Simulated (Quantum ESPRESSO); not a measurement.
```cif
data_Lu4O16V4
_chemical_formula_sum 'O16 V4 Lu4'
_space_group_name_H-M_alt 'I41/amd :1'
_space_group_IT_number 141
_space_group_name_Hall 'I 4bw 2bw -1bw'
_cell_length_a 6.97439
_cell_length_b 6.97439
_cell_length_c 6.20857
_cell_angle_alpha 90.000
_cell_angle_beta 90.000
_cell_angle_gamma 90.000
loop_
_atom_site_label
_atom_site_type_symbol
_atom_site_symmetry_multiplicity
_atom_site_Wyckoff_symbol
_atom_site_fract_x
_atom_site_fract_y
_atom_site_fract_z
_atom_site_occupancy
O1 O 16 h 0.31177 0.00000 0.07258 1
V1 V 4 b 0.00000 0.00000 0.50000 1
Lu1 Lu 4 a 0.00000 0.00000 0.00000 1
```
(The calculation used a cell of 12 atoms; values per cell refer to that cell.)

The geometry is that of Materials Project entry mp-18993, symmetrised and not relaxed again.

Task: What does PBEsol (pw.x of Quantum ESPRESSO, ONCV potentials, no spin-orbit coupling) give for the electronic structure near the Fermi level?

Result: The PBEsol gap is direct, 2.87 eV at Γ. The 3d shell has no Hubbard U; the runs are without spin polarisation, and magnetic order was not tried. The 4f states are in the valence at their DFT position.
